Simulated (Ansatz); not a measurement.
## Property card for TaS2

TaS2:
```cif
data_S12Ta6
_chemical_formula_sum 'Ta6 S12'
_space_group_name_H-M_alt 'R-3m :H'
_space_group_IT_number 166
_space_group_name_Hall '-R 3 2"'
_cell_length_a 3.29146
_cell_length_b 3.29146
_cell_length_c 34.97431
_cell_angle_alpha 90.000
_cell_angle_beta 90.000
_cell_angle_gamma 120.000
loop_
_atom_site_label
_atom_site_type_symbol
_atom_site_symmetry_multiplicity
_atom_site_Wyckoff_symbol
_atom_site_fract_x
_atom_site_fract_y
_atom_site_fract_z
_atom_site_occupancy
Ta1 Ta 6 c 0.00000 0.00000 0.08158 1
S1 S 6 c 0.00000 0.00000 0.20780 1
S2 S 6 c 0.00000 0.00000 0.37102 1
```
(The calculation used a cell of 6 atoms; values per cell refer to that cell.)

Space group R-3m (No. 166); conventional cell a = 3.291 Å, b = 3.291 Å, c = 34.974 Å, α = 90.00°, β = 90.00°, γ = 120.00°.

Method: LDA in the plane-wave PAW code Ansatz. Geometry: relaxed at this level of theory. Other levels are named where they apply.

Cell and energy:

- Volume per atom: 18.23 Å³
- Density: 7.44 g/cm³
- Formation energy from the elements (no fitted shifts): -109 kJ/mol of atoms

Electronic structure:

Electronic character: metallic (no gap)
Density of states at the Fermi level: 0.51 states/eV per atom (mean over ±0.08 eV)

Mechanics:

Bulk modulus (Birch–Murnaghan fit): 43.2 GPa
Pressure derivative B′: 12.5

Charges:

- Bader charges = Ta +1.71, S -0.86 to -0.85 e

The first step of the workflow began from a Materials Project structure, measured or hypothetical; the Crystallography Open Database files this formula in space group No. 166, but the cells were not matched. Its standing as an ambient phase is unchecked. The LDA relaxation kept the symmetry of its start; its stability against distortions is not shown here. No spin polarisation was allowed. A crystal of weakly bound layers computed without a dispersion correction: the cell and the soft elastic constants depend strongly on that. The references are the lowest solids computed at this level, not always the standard phases. Scalar-relativistic: spin–orbit coupling is off unless named, which matters more the heavier the elements.

Potentials: the later of the program's two PAW sets.
